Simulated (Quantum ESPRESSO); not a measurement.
**Band energies of VAg$_{3}$O$_{4}$**

```
CELL_PARAMETERS angstrom
     -2.48063     2.48063     4.89356
      2.48063    -2.48063     4.89356
      2.48063     2.48063    -4.89356
ATOMIC_POSITIONS crystal
  O  0.69636 0.09992 0.00000
  O  0.90008 0.90008 0.59644
  O  0.09992 0.69636 0.00000
  O  0.30364 0.30364 0.40356
  V  0.00000 0.00000 0.00000
  Ag 0.75000 0.25000 0.50000
  Ag 0.25000 0.75000 0.50000
  Ag 0.50000 0.50000 0.00000
```

PBEsol (pw.x of Quantum ESPRESSO, ONCV potentials, no spin-orbit coupling); path ΓXYSΓZS1NPY1Z,XP; energies in eV from the valence-band maximum.

```
k (1/Å)  point  band 43  band 44  band 45  band 46  band 47  band 48  band 49  band 50
-------  -----  -------  -------  -------  -------  -------  -------  -------  -------
0.00         Γ    -1.22    -1.22    -0.87    -0.87    -0.26     0.40     2.03     2.50
0.22              -1.26    -0.97    -0.91    -0.79    -0.21     0.68     2.15     2.51
0.45              -1.28    -0.83    -0.67    -0.57    -0.31     1.38     2.43     2.57
0.90         X    -1.27    -1.00    -0.93    -0.58    -0.19     2.36     2.78     3.46
0.90         Y    -1.10    -1.00    -0.98    -0.45    -0.24     2.39     2.60     3.28
1.13              -1.06    -0.98    -0.89    -0.44    -0.21     2.26     2.41     2.86
1.37         S    -0.99    -0.87    -0.80    -0.68    -0.09     2.15     2.31     2.71
1.56              -1.00    -0.97    -0.82    -0.75     0.00     1.85     2.43     2.80
1.76              -1.08    -1.02    -0.90    -0.81    -0.06     1.19     2.35     2.53
1.96              -1.16    -1.11    -0.91    -0.84    -0.19     0.62     2.13     2.51
2.16         Γ    -1.22    -1.22    -0.87    -0.87    -0.26     0.40     2.03     2.50
2.38              -1.17    -1.17    -0.73    -0.73    -0.33     0.65     2.08     2.40
2.59              -1.09    -1.09    -0.48    -0.47    -0.47     1.28     2.15     2.17
2.80         Z    -1.05    -1.05    -0.56    -0.35    -0.35     1.86     2.05     2.06
3.27        S1    -0.99    -0.87    -0.80    -0.68    -0.09     2.15     2.31     2.71
3.45              -1.02    -0.96    -0.74    -0.62    -0.08     2.14     2.39     2.69
3.63         N    -1.04    -0.96    -0.73    -0.51    -0.12     2.15     2.45     2.60
3.79              -0.99    -0.98    -0.80    -0.43    -0.18     2.20     2.48     2.68
3.95              -1.12    -1.04    -0.80    -0.36    -0.31     2.35     2.57     2.90
4.11              -1.17    -1.14    -0.76    -0.58    -0.21     2.47     2.70     3.19
4.27         P    -1.23    -1.02    -0.75    -0.75    -0.17     2.51     2.78     3.34
4.40              -1.25    -1.02    -0.84    -0.63    -0.18     2.47     2.76     3.35
4.53              -1.24    -0.99    -0.93    -0.52    -0.21     2.40     2.69     3.37
4.66        Y1    -1.10    -1.00    -0.98    -0.45    -0.24     2.39     2.60     3.28
4.88              -1.04    -0.97    -0.92    -0.34    -0.33     2.32     2.32     2.62
5.00              -0.97    -0.91    -0.86    -0.36    -0.33     2.16     2.21     2.39
5.11              -0.95    -0.94    -0.72    -0.37    -0.35     2.00     2.12     2.22
5.33         Z    -1.05    -1.05    -0.56    -0.35    -0.35     1.86     2.05     2.06
5.33         X    -1.27    -1.00    -0.93    -0.58    -0.19     2.36     2.78     3.46
5.65         P    -1.23    -1.02    -0.75    -0.75    -0.17     2.51     2.78     3.34
```

The PBEsol gap is indirect, 0.40 eV, from 25 % of the way from S to Γ to Γ; the smallest direct gap is 0.65 eV.

Spin-orbit splittings are left out. The 3d shell has no Hubbard U; the runs are without spin polarisation, and magnetic order was not tried.

Geometry of the Materials Project entry, not relaxed at this level.
